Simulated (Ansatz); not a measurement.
Two inputs for ZnPtC₆N₆

This input was run with Ansatz:

```yaml
crystal:
  lattice:
    - [0.0, 5.2617, 5.2617]
    - [5.2617, 0.0, 5.2617]
    - [5.2617, 5.2617, 0.0]
  atoms:
    - { symbol: Zn, position: [0.5, 0.5, 0.5] }
    - { symbol: Pt, position: [0.0, 0.0, 0.0] }
    - { symbol: C, position: [0.1902296907, 0.1902296907, 0.8097703093] }
    - { symbol: C, position: [0.8097703093, 0.8097703093, 0.1902296907] }
    - { symbol: C, position: [0.8097703093, 0.1902296907, 0.1902296907] }
    - { symbol: C, position: [0.1902296907, 0.8097703093, 0.8097703093] }
    - { symbol: C, position: [0.1902296907, 0.8097703093, 0.1902296907] }
    - { symbol: C, position: [0.8097703093, 0.1902296907, 0.8097703093] }
    - { symbol: "N", position: [0.3000798461, 0.3000798461, 0.6999201539] }
    - { symbol: "N", position: [0.6999201539, 0.6999201539, 0.3000798461] }
    - { symbol: "N", position: [0.6999201539, 0.3000798461, 0.3000798461] }
    - { symbol: "N", position: [0.3000798461, 0.6999201539, 0.6999201539] }
    - { symbol: "N", position: [0.3000798461, 0.6999201539, 0.3000798461] }
    - { symbol: "N", position: [0.6999201539, 0.3000798461, 0.6999201539] }
kpoints:
  mp_grid: { grid: [5, 5, 5] }
scf:
  occupations: { method: fermi_dirac, width: 0.05 }
hamiltonian:
  xc: pbe
  pseudopotentials: { kind: paw }
  hubbard: { sites: [{ species: Pt, l: d, u_eff: 5.0 }], double_counting: amf }
output:
  forces: true
  stress: true
  populations: true
  efg:
    quadrupole_moments_barn: { Zn: 0.122, "N": 0.02044 }
    contact_densities: true
```

```sh
ansatz run input.yaml --threads 1 --pin off --max-ram 3072MiB --backend cpu --events-out ev --progress --plain --runs-dir out
```

It converged. Of its output the block on the nuclei alone is shown, without the SCF iterations, energies, forces and stress (one atom of each set):

```
--- PAW observables at the nuclei: V_zz in 10²¹ V/m², potentials from the cell's mean, atoms counted from 1 ---
  atom   1  Zn V_zz =    -0.000000   η = 0.0000   by run symmetry: forbidden   C_q = -0.0000 MHz
            electrostatic potential = -3936.419691 V   contact ρ = 166578.684798 e/Å³
  atom   2  Pt V_zz =    -0.000000   η = 0.0000   by run symmetry: forbidden
            electrostatic potential = -16098.505581 V   contact ρ = 12084681.531164 e/Å³
  atom   3  C  V_zz =    -3.969653   η = 0.0000   by run symmetry: allowed
            electrostatic potential = -407.709276 V   contact ρ = 870.365149 e/Å³
  atom   9  N  V_zz =    -5.938579   η = 0.0000   by run symmetry: allowed   C_q = -2.9351 MHz
            electrostatic potential = -507.379393 V   contact ρ = 1417.472980 e/Å³
```

**Question.** Can these gradients be trusted, and how do they compare with a run on standard settings?

**Answer.** As results of these settings, within the limits told below. Against the standard input the change is `hamiltonian.hubbard`: not typed → {sites: [{species: Pt, l: d, u_eff: 5.0}], double_counting: amf}. A site carries the number of its first atom; V_zz in 10²¹ V/m².

```
site  V_zz standard  η standard  V_zz here  η here
   C          -3.78        0.00      -3.97    0.00
   N          -5.82        0.00      -5.94    0.00
```

The largest change of V_zz is on C, from -3.78 to -3.97. In per cent, |V_zz| changes by +5 on C, +2 on N (all sites that start above 0.5). Sites without a gradient aren't listed.

On the reference run: Without spin–orbit coupling the gradients at and beside Pt can be off by some per cent, at some sites by more. The database entry as given showed forces above 3 eV/Å or a pressure above 30 GPa, though relaxing it moves no atom far.
